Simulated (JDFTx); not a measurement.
System: ethylenediamine, C2H8N2 (SMILES NCCN), charge 0, multiplicity 1; geometry: optimised with GFN2-xTB in vacuum (one conformer, no frequencies checked; largest PBE force component 0.5 eV/Å). Coordinates in Å:
```xyz
12

N     -1.830    -0.312    -0.077
C     -0.605     0.466    -0.002
C      0.605    -0.466    -0.002
N      1.830     0.312    -0.077
H     -2.637     0.301    -0.104
H     -1.920    -0.904     0.743
H     -0.553     1.119     0.888
H     -0.553     1.104    -0.888
H      0.553    -1.104    -0.888
H      0.553    -1.119     0.888
H      2.637    -0.302    -0.104
H      1.920     0.904     0.743
```

Computed with JDFTx (a modified build): PBE, GBRV ultrasoft potentials, plane waves to 20/100 Ha. Liquid: CANDLE, water, 1 M KF. The liquid run sits in a periodic box with 3.75 Å from the outermost atoms to the faces; the vacuum run is isolated. The box matters at about 0.01 eV. Solvation energy here means the total energy in the continuum liquid minus that in vacuum, same nuclei, nothing added for thermal motion or standard states.

This is the neutral, unprotonated base.

### Question
Predict the solvation energy and the highest occupied level.

### Answer
The solvation energy is -7.0 kcal/mol and the part: cavitation term of the fluid is 11.5 kcal/mol. The part: dispersion term of the fluid is -10.2 kcal/mol. The part: electrostatic term of the fluid is -11.1 kcal/mol and the part: distortion of the solute's electrons is 2.8 kcal/mol. The dipole moment in vacuum is 1.95 D, the dipole moment in the liquid comes out as 3.10 D and the highest occupied level in vacuum (zero: vacuum level) is -5.33 eV. The highest occupied level in the liquid (zero: bulk electrolyte) is -5.50 eV.
